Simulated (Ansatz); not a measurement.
An Ansatz (an electronic-structure program) run. Input:

Ansatz 0.2 input:
```yaml
crystal:
  lattice:
    - [0.0, 2.7538775149, 2.7538775149]
    - [2.7538775149, 0.0, 2.7538775149]
    - [2.7538775149, 2.7538775149, 0.0]
  atoms:
    - { symbol: P, position: [0.75, 0.75, 0.75] }
    - { symbol: Al, position: [0.0, 0.0, 0.0] }
kpoints:
  mp_grid: { grid: [8, 8, 8] }
basis: { xc_grid: 2 }
hamiltonian:
  xc: pbe
  pseudopotentials: { kind: paw }
scf:
  occupations: { method: fixed }
output:
  optics: { e_range: [0.0, 15.0], de: 0.05, sigma: 0.1, bands: { spectra_wanted_up_to: 12 eV } }
```

Output (shortened):

```
output.optics: the spectra are integrated over the Brillouin zone by k·p interpolation around the k-points, where levels, occupations, output.optics.sigma and …
Pseudopotentials: kind: paw
Pseudopotential: P, paw, valence charge 5
Pseudopotential: Al, paw, valence charge 3
Functional definition: PBE
Crystal: 2 atoms, lattice volume = 41.770 Å³
Basis set: ecut = 420 eV, 869 PW (Γ), exchange–correlation on 54×54×54 points (8 copies of the dense FFT grid, shifted against one another)
Bands: 8, of which v1, the nominal top of the filled ones, is band 4 counted from 1 (3 counted from 0)
Symmetry: 24 space group operations
Space group: F-43m (ITA 216), of the structure as read, at distance tolerance 3.5e-5 Å
k-points: 29 of 512 (time reversal used)
Initial wavefunctions: pseudopotential atomic-orbital guess
Eigensolver: davidson
Functional: x = pbe(κ = 0.804, μ = 0.2195149727645171), c = pbe(β = 0.06672455060314922)
SCF iter   1: F=—  HF=-1294.443629 eV  |F-HF|=—  |Δ(HF+E_count)|=         —  Δρ=1.33e-3  dr2=1.26e-3  ethr=1.77e-3  ⟨swp⟩=5.5  Hψ=1703  notcnv=0  defer=51
all-band conjugate gradients solve this SCF's bands
preconditioner: auto → none
SCF iter   2: F=—  HF=-1294.443235 eV  |F-HF|=—  |Δ(HF+E_count)|=   3.93e-4  Δρ=4.00e-4  dr2=5.65e-5  ethr=1.58e-5  ⟨swp⟩=2.8  Hψ=634  notcnv=0  defer=56
SCF iter   3: F=—  HF=-1294.443290 eV  |F-HF|=—  |Δ(HF+E_count)|=   5.54e-5  Δρ=1.72e-4  dr2=8.50e-6  ethr=7.06e-7  ⟨swp⟩=2.2  Hψ=338  notcnv=0  defer=52
SCF iter   4: F=—  HF=-1294.443302 eV  |F-HF|=—  |Δ(HF+E_count)|=   1.16e-5  Δρ=2.29e-5  dr2=3.73e-7  ethr=1.06e-7  ⟨swp⟩=2.6  Hψ=349  notcnv=0  defer=44
SCF iter   5: F=—  HF=-1294.443302 eV  |F-HF|=—  |Δ(HF+E_count)|=   3.78e-7  Δρ=5.43e-6  dr2=1.78e-8  ethr=4.66e-9  ⟨swp⟩=2.1  Hψ=342  notcnv=0  defer=38
SCF iter   6: F=—  HF=-1294.443302 eV  |F-HF|=—  |Δ(HF+E_count)|=   2.91e-9  Δρ=1.19e-6  dr2=8.93e-10  ethr=2.22e-10  ⟨swp⟩=2.6  Hψ=384  notcnv=0  defer=38
SCF iter   7: F=—  HF=-1294.443302 eV  |F-HF|=—  |Δ(HF+E_count)|=  2.55e-10  Δρ=4.40e-7  dr2=1.26e-10  ethr=1.12e-11  ⟨swp⟩=2.3  Hψ=343  notcnv=0  defer=38
SCF iter   8: F=-1294.443302 eV  HF=-1294.443302 eV  |F-HF|=2.73e-12  |Δ(HF+E_count)|=  4.00e-11  Δρ=6.32e-8  dr2=2.69e-12  ethr=1.00e-12  ⟨swp⟩=5.2  Hψ=1562  notcnv=0
SCF 1 converged in 8 iterations: F = -1294.443302 eV  dr2 = 2.69e-12
NSCF: frozen V_eff on 29 k-points
Optics k sum: 0 of 29 k-points
Optics k sum: 2 of 29 k-points
Optics k sum: 3 of 29 k-points
Optics k sum: 5 of 29 k-points
Optics k sum: 6 of 29 k-points
Optics k sum: 8 of 29 k-points
Optics k sum: 9 of 29 k-points
Optics k sum: 11 of 29 k-points
Optics k sum: 12 of 29 k-points
Optics k sum: 14 of 29 k-points
Optics k sum: 15 of 29 k-points
Optics k sum: 16 of 29 k-points
Optics k sum: 18 of 29 k-points
Optics k sum: 19 of 29 k-points
Optics k sum: 21 of 29 k-points
Optics k sum: 22 of 29 k-points
Optics k sum: 24 of 29 k-points
Optics k sum: 25 of 29 k-points
Optics k sum: 27 of 29 k-points
Optics k sum: 28 of 29 k-points
Optics k sum: 29 of 29 k-points
Optics k sum: 0 of 29 k-points
Optics k sum: 2 of 29 k-points
Optics k sum: 3 of 29 k-points
Optics k sum: 5 of 29 k-points
Optics k sum: 6 of 29 k-points
Optics k sum: 8 of 29 k-points
Optics k sum: 9 of 29 k-points
Optics k sum: 11 of 29 k-points
Optics k sum: 12 of 29 k-points
Optics k sum: 14 of 29 k-points
Optics k sum: 15 of 29 k-points
Optics k sum: 16 of 29 k-points
Optics k sum: 18 of 29 k-points
Optics k sum: 19 of 29 k-points
Optics k sum: 21 of 29 k-points
Optics k sum: 22 of 29 k-points
Optics k sum: 24 of 29 k-points
Optics k sum: 25 of 29 k-points
Optics k sum: 27 of 29 k-points
Optics k sum: 28 of 29 k-points
Optics k sum: 29 of 29 k-points
output.optics: what the bands over the 16 summed would add to eps1, eps2 and the energy-loss function is held between a lower and an upper bound (6 Lanczos …
SCF converged after 8 iterations
Free energy (F): -1294.443302 eV
Harris-Foulkes:  -1294.443302 eV  (|F-HF|=2.73e-12)
Internal energy: -1294.443302 eV  (E = F + TS)
E sigma→0 (E₀):  -1294.443302 eV
Fermi energy:    4.796279 eV
--- Per-component energies (eV) ---
  E_band       = 3.344493
  E_kinetic    = 93.110930
  E_local      = -84.133917  (includes V_loc(G=0)·N_el)
  E_nonlocal   = 44.430271
  E_hartree    = 25.465595
  E_xc         = -101.254681
  E_vxc        = -89.691733  (∫ρ·V_xc dr)
  E_paw        = -1036.836713  (= ΣΔE_a)
  E_vpaw       = -11.302261  (= ΣTr[D̂ρ^β])
  E_aug_tail   = 0.000001  (compensation charges beyond the density's cutoff)
  E_ewald      = -235.224788
  E_smearing   =  0.000000  (= −TS)
  E_closure    = 0.000000  (closes the sum)
  Σ components = -1294.443302   (vs F -1294.443302, Δ=0.00e0)
  [band-id]    e_kinetic+e_local+e_nonlocal+2·e_hartree+e_vxc+e_vpaw+e_augmentation_tail = 3.344482   (vs E_band 3.344493, Δ=-1.11e-5)
--- Band table (eV; the first three rows and the last of 29) ---
  k-point 0: bands = ["-6.5557", "4.7963", "4.7963", "4.7963", "7.8816", "9.3227", "9.3227", "9.3227"]
  k-point 1: bands = ["-6.3886", "3.5828", "4.6523", "4.6523", "8.3560", "9.5984", "9.5984", "9.7848"]
  k-point 2: bands = ["-5.9194", "1.6724", "4.3650", "4.3650", "8.0211", "9.9059", "9.9059", "11.5643"]
  k-point 28: bands = ["-4.2602", "-0.0517", "1.7258", "2.0734", "9.1128", "10.6062", "10.9181", "11.0870"]
  band table: 8 of 8 bands, residual norms ≤ 1.0e-3 eV
```

Cost: about 12 core-seconds (a rough figure) on shared cores.

The PBE relaxation kept the symmetry of its start; phonons on a q-mesh show no instability.

Potentials: the later of the program's two PAW sets.

Ansatz is a plane-wave DFT program.
